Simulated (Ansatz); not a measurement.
# Phonon dispersion of Sn₃GeO₈

The calculation used DFT PBE, scalar-relativistic, plane waves, PAW (Ansatz 0.2.0). Cutoff 420 eV, 6×6×4 k-points (Γ-centred), fixed occupations. No spin polarisation. Phonons by linear response, acoustic sum rule imposed.

Equilibrium structure at this level:
```xyz
12
Lattice="3.3456 -3.3604 0.0000 3.3456 3.3604 0.0000 0.0000 0.0000 6.3189" Properties=species:S:1:pos:R:3 pbc="T T T"
Sn    3.3456    0.0000    3.1594
Sn    0.0000    0.0000    4.7802
Sn    0.0000    0.0000    1.5387
Ge    3.3456    0.0000    0.0000
O     1.3868    0.0000    0.0000
O     1.2871    0.0000    3.1594
O     5.3045    0.0000    0.0000
O     5.4042    0.0000    3.1594
O     3.3456   -1.2584    4.8401
O     3.3456   -1.2584    1.4788
O     3.3456    1.2584    4.8401
O     3.3456    1.2584    1.4788
```

The structure comes from a generated guess, relaxed at this level; another structure or a mixture of phases may lie lower. Spin–orbit coupling is left out, which matters for heavy elements. The q mesh is coarse, so values between its points are rough.

Force constants from linear response on a 2×2×1 q mesh.

Path: Γ–Y–C0 | SIGMA0–Γ–Z–A0 | E0–T–Y | Γ–S–R–Z–T. Only the points of the 2×2×1 mesh were computed; the rest is interpolation, which is rough on so few points. On the mesh no mode is imaginary. Distance along the path (Å⁻¹), then the branches (cm⁻¹, negative for imaginary; the LO field is included):
```
0.000  0 0 0 114 123 143 150 163 197 238 239 249 271 275 278 283 294 308 318 365 409 422 470 509 509 532 542 545 557 579 596 601 669 676 678 727
0.234  19 43 86 120 128 142 143 151 198 233 240 245 266 266 277 278 296 316 319 362 403 432 470 485 503 532 539 540 558 580 589 612 668 671 692 729
0.467  46 80 112 129 134 145 159 162 203 210 232 235 243 256 275 279 300 317 332 352 402 442 465 472 489 529 530 531 562 573 581 601 668 681 704 730
0.701  73 103 105 114 131 142 161 184 212 214 222 232 242 249 269 276 303 327 332 344 409 449 474 476 477 517 520 531 560 564 565 583 671 687 710 728
0.935  83 86 99 114 127 129 180 193 211 217 233 236 238 247 267 271 304 326 337 341 416 453 471 475 507 511 513 527 531 556 566 583 672 688 710 727
0.936  83 86 99 114 127 129 180 193 211 217 233 236 238 247 267 271 304 326 337 341 416 453 471 475 507 511 513 527 531 556 566 583 672 688 710 727
0.937  83 86 99 114 127 129 180 193 211 217 233 236 238 247 267 271 304 326 337 341 416 453 471 475 507 511 513 527 531 556 566 583 672 688 710 727
0.938  83 86 99 114 127 129 180 193 211 217 233 236 238 247 267 271 304 326 337 341 416 453 471 475 507 511 513 527 531 556 566 583 672 688 710 727
0.939  83 86 99 114 127 129 180 193 211 217 233 236 238 247 267 271 304 326 337 341 416 453 471 475 507 511 513 527 531 556 566 583 672 688 710 727
1.056  82 100 102 116 127 127 180 194 203 214 230 233 243 249 266 272 309 326 338 341 415 447 461 482 507 510 512 528 541 555 567 584 671 687 710 728
1.290  76 106 116 127 130 162 177 180 188 201 204 234 252 259 263 278 322 322 346 348 413 428 434 496 506 507 513 533 553 568 575 599 666 681 714 733
1.523  56 71 124 136 136 140 151 167 174 212 227 238 253 265 270 285 315 318 356 357 410 419 449 485 502 507 531 544 550 578 589 615 660 674 713 735
1.757  21 25 48 119 124 140 148 165 191 214 246 251 256 270 277 284 299 309 362 364 409 421 472 500 508 509 541 548 555 569 598 600 669 672 711 729
1.874  0 0 0 114 123 141 150 163 197 214 239 249 249 271 275 278 283 294 308 365 409 470 499 509 532 535 545 547 557 579 596 601 646 670 676 727
1.998  -3 17 50 119 122 128 159 174 200 215 238 238 248 270 275 281 285 287 306 364 412 474 497 511 533 535 544 546 554 578 592 608 646 666 680 726
2.123  -5 34 100 109 120 132 182 187 207 218 218 234 247 264 266 274 276 297 302 360 422 485 490 515 535 536 542 543 546 576 588 616 646 661 686 723
2.247  -6 52 90 118 146 149 194 196 204 216 226 230 241 245 262 269 274 279 314 355 434 482 500 521 534 536 536 537 542 575 586 623 645 657 691 720
2.371  -7 67 74 117 163 181 185 188 196 222 226 231 244 248 260 260 265 273 319 352 440 477 513 522 526 531 536 538 541 574 585 627 644 655 693 718
2.605  55 74 80 120 171 178 182 197 200 215 223 232 247 262 266 266 267 273 314 345 446 475 477 494 511 520 524 532 565 573 594 642 646 667 694 717
2.838  83 90 105 144 144 179 186 188 200 216 233 239 249 266 266 272 278 296 301 328 438 458 459 472 510 513 522 536 553 560 590 621 662 690 695 721
3.072  77 82 93 148 166 184 188 198 205 215 239 240 244 265 266 267 283 285 308 309 445 455 470 471 512 515 522 540 540 540 563 592 674 696 698 722
3.306  39 78 93 134 189 193 204 209 212 213 214 237 249 252 269 269 270 293 299 309 461 467 470 476 517 518 524 530 534 541 542 576 676 698 700 722
3.307  39 78 93 134 189 193 204 209 212 213 214 237 249 252 269 269 270 293 299 309 461 467 470 476 517 518 524 530 534 541 542 576 676 698 700 722
3.308  39 78 93 134 189 193 204 209 212 213 214 237 249 252 269 269 270 293 299 309 461 467 470 476 517 518 524 530 534 541 542 576 676 698 700 722
3.309  39 78 93 134 189 193 204 209 212 213 214 237 249 252 269 269 270 293 299 309 461 467 470 476 517 518 524 530 534 541 542 576 676 698 700 722
3.310  39 78 93 134 189 193 204 209 212 213 214 237 249 252 269 269 270 293 299 309 461 467 470 476 517 518 524 530 534 541 542 576 676 698 700 722
3.372  41 79 94 133 189 193 199 207 208 215 215 237 249 257 266 270 274 291 302 312 460 464 467 481 515 516 523 530 535 542 544 576 676 696 701 722
3.497  51 81 102 127 170 180 187 193 208 217 221 237 249 253 270 276 281 295 314 322 446 458 469 493 500 515 519 529 534 547 553 578 675 692 705 723
3.621  66 83 114 116 139 150 184 193 209 219 228 238 241 248 271 272 294 314 327 333 429 455 470 486 502 513 515 528 532 552 561 581 673 689 708 725
3.745  81 83 103 117 125 132 181 193 211 218 232 237 238 247 267 271 303 325 336 340 417 454 471 476 507 511 513 527 531 555 566 583 672 688 709 727
3.807  0 0 0 114 123 142 150 163 197 223 246 249 265 271 278 283 294 308 344 365 409 422 470 505 509 534 542 545 557 562 596 601 669 676 696 727
3.973  33 45 52 123 123 142 147 160 191 223 242 249 262 269 277 279 300 312 342 363 407 424 472 499 501 512 540 551 556 575 596 604 669 670 702 728
4.138  63 88 102 122 138 140 144 153 179 222 234 243 252 264 271 273 311 322 340 357 404 427 470 479 485 509 534 550 554 583 602 607 663 672 712 728
4.304  90 120 122 129 136 147 147 160 171 218 222 231 242 260 264 268 321 331 340 348 402 428 445 468 493 510 525 549 554 581 606 609 660 675 719 728
4.470  110 112 121 129 144 148 157 167 183 200 220 221 240 259 262 264 326 335 340 344 402 428 435 463 501 510 518 549 554 579 606 610 660 676 721 729
4.594  112 116 119 131 146 151 159 170 186 201 218 220 235 260 264 268 321 330 336 339 408 432 438 464 500 501 518 552 555 582 605 611 660 677 719 727
4.718  114 116 125 135 149 157 160 179 197 206 216 217 227 257 273 276 307 314 328 329 422 435 449 468 487 501 514 545 568 589 604 611 662 679 713 722
4.843  110 118 130 142 152 157 161 184 206 214 216 224 229 254 281 285 288 292 319 320 437 439 458 471 474 507 508 534 581 597 600 609 665 684 705 716
4.967  108 119 131 149 153 153 162 186 204 215 215 238 246 251 272 275 286 291 314 317 438 454 457 461 477 504 515 525 590 595 602 606 666 688 700 714
5.133  83 116 118 136 154 171 175 192 201 219 220 231 240 254 271 274 277 298 300 329 446 450 460 471 482 506 515 525 586 589 605 616 660 689 694 716
5.298  54 94 95 123 173 176 180 200 207 215 222 229 233 257 266 270 273 277 310 340 445 468 470 492 496 511 517 524 578 581 606 630 649 677 692 717
5.464  28 75 79 118 166 181 186 195 196 223 223 227 241 254 260 264 266 273 317 349 441 474 502 513 515 518 526 526 565 574 595 637 644 658 693 718
5.630  -7 67 74 117 163 181 185 188 196 222 226 231 244 248 260 260 265 273 319 352 440 477 513 522 526 531 536 538 541 574 585 627 644 655 693 718
5.863  11 86 88 118 170 182 190 195 199 221 224 226 228 254 262 265 268 271 315 347 440 470 497 498 514 524 533 538 543 574 609 628 644 663 693 720
6.097  24 122 123 126 154 185 185 186 206 217 222 228 238 253 263 267 275 277 306 333 441 458 474 476 517 520 529 532 538 574 597 602 660 688 695 722
6.331  35 105 108 130 174 188 190 202 206 215 231 233 251 253 254 269 277 290 297 317 450 462 470 476 505 518 521 533 541 558 570 575 673 697 699 721
6.564  39 78 93 134 189 193 204 209 212 213 214 237 249 252 269 269 270 293 299 309 461 467 470 476 517 518 524 530 534 541 542 576 676 698 700 722
```
